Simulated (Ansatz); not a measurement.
## Trial structures of Tl3Ge2H: starts and ends

Level of theory: DFT PBE, scalar-relativistic, plane waves, PAW (Ansatz 0.2.0). Settings: cutoff 420 eV, Γ-centred meshes spaced at most about 0.3 Å⁻¹, and about 0.25 Å⁻¹ or finer for metals (2π included), Gaussian smearing. No spin polarisation in the final relaxations.

Each guess was relaxed in cell and atoms at zero pressure, within the symmetry of its start. These are static total energies at zero pressure. Coordination counts Ge or H atoms around Tl (for each partner element, those within 1.25 times its shortest distance or 1.15 times the sum of covalent radii, where it is the nearest in units of that sum or under 1.3; a slash parts the counts of unlike sites).

```json
{"guess": "1", "made from": "TmB2Rh3 type", "start group": "P6/mmm", "V start (Å³/atom)": "23.1", "end group": "P6/mmm", "V end (Å³/atom)": "32.8", "coordination at the end": "Tl 4", "gap on mesh (eV)": "0", "E over the lowest end (meV/atom)": "286"}
{"guess": "2", "made from": "random cell", "start group": "P6/mmm", "V start (Å³/atom)": "29.3", "end group": "?", "V end (Å³/atom)": "?", "coordination at the end": "?", "gap on mesh (eV)": "?", "E over the lowest end (meV/atom)": "?"}
{"guess": "3", "made from": "Li3Tl2Cd type", "start group": "P4/mmm", "V start (Å³/atom)": "22.8", "end group": "P4/mmm", "V end (Å³/atom)": "22.9", "coordination at the end": "Tl 4/8", "gap on mesh (eV)": "0", "E over the lowest end (meV/atom)": "0"}
{"guess": "4", "made from": "random cell", "start group": "P-6m2", "V start (Å³/atom)": "28.5", "end group": "P-6m2", "V end (Å³/atom)": "26.6", "coordination at the end": "Tl 2", "gap on mesh (eV)": "0", "E over the lowest end (meV/atom)": "46"}
```

Guess 2 as it starts:

```cif
data_structure
_symmetry_space_group_name_H-M 'P6/mmm'
_symmetry_Int_Tables_number 191
_cell_length_a 6.0978
_cell_length_b 6.0978
_cell_length_c 5.4518
_cell_angle_alpha 90.000
_cell_angle_beta 90.000
_cell_angle_gamma 120.000
_cell_volume 175.56
loop_
_atom_site_label
_atom_site_type_symbol
_atom_site_symmetry_multiplicity
_atom_site_Wyckoff_symbol
_atom_site_fract_x
_atom_site_fract_y
_atom_site_fract_z
_atom_site_occupancy
Tl1 Tl 3 f 0.50000 0.00000 0.00000 1
Ge1 Ge 2 e 0.00000 0.00000 0.24212 1
H1 H 1 a 0.00000 0.00000 0.00000 1
```

Problem. Predict the end of this guess and its energy over the lowest end.

Solution. It ends in space group P6/mmm (No. 191), with a = 6.307 Å, c = 5.985 Å, 34.4 Å³/atom and no gap. It lies 154 meV/atom over the lowest end, above guess 4 and below guess 1. The shortest distance is 1.76 Å (Ge–H) in this end and 2.84 Å (Tl–H) in the lowest (guess 3). This end holds Ge–Ge pairs (shortest 2.48 Å); in the lowest (guess 3) the shortest Ge–Ge distance is 3.26 Å.

```
CELL_PARAMETERS angstrom
6.30730 0.00000 0.00000
-3.15365 5.46228 0.00000
0.00000 0.00000 5.98541
ATOMIC_POSITIONS crystal
Tl 0.50000 0.00000 0.00000
Tl 0.00000 0.50000 0.00000
Tl 0.50000 0.50000 0.00000
Ge 0.00000 0.00000 0.29322
Ge 0.00000 0.00000 0.70678
H 0.00000 0.00000 0.00000
```

The zero of energy is the elements' standard structures at the same level (H₂ as a molecule); no fitted shifts are applied.

Problem. Is the lowest end bound against the elements?

Solution. No: its formation energy is +0.40 eV/atom. The separate elements lie lower, so it is unstable against them.

Spin–orbit coupling, which can matter for Tl, is left out. With hydrogen, zero-point motion can shift formation energies by some tens of meV/atom. Cells relaxed within their symmetry can be saddle points. A lower structure may well exist outside this small set. Some types were kept out of the candidates beforehand, so the set may lack a known form.
